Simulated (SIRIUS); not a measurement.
Set-up for a self-consistent single point of AlGa3N4 (Pm, 8 atoms in the cell; from Materials Project mp-1228943, changed as shown).

```
AlGa3N4
1.0
    5.04268     0.00000     0.00000
    0.00000     3.10374     0.00000
   -0.00364     0.00000     5.37398
Al Ga N
1 3 4
Direct
  0.00050   0.50000   0.66730
  0.49910   0.50000   0.33520
  0.49910   0.00000   0.83130
  0.99990   0.00000   0.16620
  0.11920   0.50000   0.34130
  0.11680   0.00000   0.82530
  0.62020   0.00000   0.16610
  0.63260   0.50000   0.66730
```

Computed with LDA (PW92), GBRV LDA ultrasoft pseudopotentials (plane waves; SIRIUS).

SIRIUS settings:

| key | value |
|---|---|
| parameters.ngridk | 4 6 4 |
| parameters.xc_functionals | [XC_LDA_X, XC_LDA_C_PW] |
| parameters.gk_cutoff | 6.325 1/bohr |
| parameters.pw_cutoff | 14.143 1/bohr |
| parameters.smearing | gaussian |
| parameters.smearing_width | 0.0001 Ha |
| potentials | GBRV LDA ultrasoft pseudopotentials |
| parameters.electronic_structure_method | pseudopotential |
| parameters.num_bands | 48 |
| parameters.num_mag_dims | 0 |
| parameters.num_dft_iter | 100 |
| parameters.energy_tol | 1e-07 Ha |
| parameters.density_tol | 1e-06 |
| mixer.type | broyden2 |
| mixer.beta | 0.5 |
| mixer.use_hartree | false |

Results:

```
Quantity                                                   Value
------------------------------------------------  --------------
Number of valence electrons                                   80
Number of bands                                               48
Number of k-points after the program's reduction              40
Number of plane waves (most at a k-point)                   2448
Number of SCF iterations                                      32
FFT grid                                            45 × 30 × 48
Free energy E − TS                                -18132.3492 eV
Gap on the k-point mesh                                  2.84 eV
Pressure                                                6.90 GPa
Largest force (vector length)                         0.230 eV/Å
```

Forces (eV/Å):
| atom | Fx | Fy | Fz |
|---|---|---|---|
| Al1 | 0.028 | 0.000 | 0.043 |
| Ga2 | -0.019 | 0.000 | 0.016 |
| Ga3 | -0.037 | 0.000 | -0.020 |
| Ga4 | -0.004 | 0.000 | -0.023 |
| N5 | 0.077 | 0.000 | -0.202 |
| N6 | 0.141 | 0.000 | 0.181 |
| N7 | 0.005 | 0.000 | -0.002 |
| N8 | -0.191 | 0.000 | 0.007 |

Stress (GPa, positive for compression):
```
 6.98   0.00  -0.03
 0.00   6.92   0.00
-0.03   0.00   6.80
```

Gaps are taken between levels on the mesh.

For comparison: a first run was changed to give this one (lattice scaled by 0.98), and from it to this one the free energy goes up by 4.1 meV/atom, the pressure goes from -5.72 to 6.90 GPa, the largest force goes from 0.204 to 0.230 eV/Å and the gap on the mesh goes from 2.415 to 2.841 eV.

The structure comes from a collection of computed structures, made at another level of theory; the collection holds predicted forms beside known ones.

Cost on one core: roughly 4 core-minutes.
